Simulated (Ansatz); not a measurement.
CsGeI3 in space group R3m (No. 160; I on 9b, Cs on 3a, Ge on 3a), DFT-r²SCAN in the program Ansatz with PAW potentials. The conduction-band minimum lies at T, with 1 equivalent valley. Second derivatives d²E/dk² of the lowest band at one valley (eV·Å²), along Cartesian directions:

| direction | d²E/dk² |
|---|---|
| [100] | 13.99 |
| [010] | 13.99 |
| [001] | 66.70 |
| [110] | 13.99 |
| [101] | 39.88 |
| [011] | 40.03 |

Find the principal effective masses, the density-of-states mass and the conductivity mass.

Off-diagonal terms follow from H_xy = H[110] − (H_xx + H_yy)/2, and m*/mₑ = 7.620 eV·Å² over each eigenvalue: 0.11, 0.54, 0.54. One valley's DOS mass (m₁m₂m₃)^(1/3) = 0.32, conductivity mass 3/(Σ 1/mᵢ) = 0.24 mₑ.

What effective density of states Nc follows at 300 K for parabolic valleys?

Nc = 2.509e19 × 1 × (0.32)^(3/2) ≈ 4.5e18 cm⁻³.

The workflow started from an entry of the Crystallography Open Database (COD, 293 K). Whether it is the stable phase at ambient conditions was not checked. Symmetry was held in the r²SCAN relaxation; whether a distortion lowers the energy is not shown. Scalar-relativistic: spin–orbit coupling is off unless named, which matters more the heavier the elements.

Potentials: the later of the program's two PAW sets.

Edges and masses are those of Kohn–Sham bands, whose gap is no quasiparticle gap.
